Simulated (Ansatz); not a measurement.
NiP₂O₆ in space group C2/c (No. 15; Pearson symbol mS72), DFT-PBE in the program Ansatz with PAW potentials, all energies at zero smearing, with the estimated change up to a 700 eV cutoff added, with one set of potentials and settings (totals compare only within such a set). Cell of 36 atoms (4 Ni, 8 P, 24 O): -43028.692 eV.

```csv
element,reference phase,E (eV/atom)
Ni,"Fm-3m, 1 atoms in the cell, spin-polarised",-5839.7239
P,"Cmce, 4 atoms in the cell",-755.6743
O,"C2/m, 4 atoms in the cell, spin-polarised",-565.0000
```

Formation energy per atom, worked out: (-43028.692 − 4×(-5839.7239) − 8×(-755.6743) − 24×(-565.0000))/36 = -1.789 eV/atom (-173 kJ per mol of atoms), at 0 K, without zero-point energy or fitted corrections.

The workflow started from a Materials Project entry (that database holds measured and hypothetical structures alike); the Crystallography Open Database copy checked does not list it. Its standing as an ambient phase is unchecked. The PBE relaxation kept the symmetry of its start; whether a distortion lowers the energy is not shown. Spin order of the final state: ferromagnetic, chosen from 2 collinear starts compared on coarse meshes (ties went to the first, and starts can fall back to one state), not a proven ground state. The program gave a warning on the electronic state, which may not be the lowest. No Hubbard U is applied. The references are the lowest solids computed at this level, not always the standard phases (solids in place of the gases).

Potentials: the later of the program's two PAW sets.
